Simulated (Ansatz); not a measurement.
CsSrF₃ (cubic perovskite)

```
CELL_PARAMETERS angstrom
      4.76395     0.00000     0.00000
      0.00000     4.76395     0.00000
      0.00000     0.00000     4.76395
ATOMIC_POSITIONS crystal
  Cs 0.00000 0.00000 0.00000
  Sr 0.50000 0.50000 0.50000
  F  0.00000 0.50000 0.50000
  F  0.50000 0.00000 0.50000
  F  0.50000 0.50000 0.00000
```

The relaxed cell is deformed in two ways at once: its volume V is scaled, and at that volume it is stretched along z (the c axis of the conventional cell) so that c/a changes. Fractional atomic positions are held.

Method: r2SCAN (plane waves to 500 eV, PAW, scalar-relativistic; Ansatz, a quantum-chemistry and plane-wave program). k mesh 7×7×7 (Γ-centred), Fermi-Dirac smearing 0.05 eV. E stands for the smeared free energy. CsSrF3 was relaxed with its symmetry unable to fall. ΔE is measured from the relaxed starting cell.

Q: What ΔE (meV/atom) does the calculation give at all points of the grid V/V₀ = 0.960, 0.973, 0.987, 1.000, 1.013, 1.027, 1.040 by (c/a)/(c/a)₀ = 0.960, 0.973, 0.987, 1.000, 1.013, 1.027, 1.040?

A: ΔE (meV/atom), with V/V₀ across and (c/a)/(c/a)₀ down:

```csv
(c/a)/(c/a)₀ \ V/V₀,0.960,0.973,0.987,1.000,1.013,1.027,1.040
0.960,12.5,9.2,7.2,6.4,6.6,7.9,10.1
0.973,8.4,5.3,3.4,2.7,3.2,4.6,6.9
0.987,6.0,3.0,1.2,0.7,1.2,2.7,5.1
1.000,5.2,2.2,0.5,0.0,0.5,2.0,4.5
1.013,5.9,2.9,1.2,0.6,1.1,2.6,5.0
1.027,8.0,4.9,3.1,2.5,2.9,4.3,6.6
1.040,11.4,8.2,6.2,5.4,5.7,7.0,9.2
```

(A scan under strain: stresses follow from slopes of the energy per volume, elastic moduli from its curvatures.)
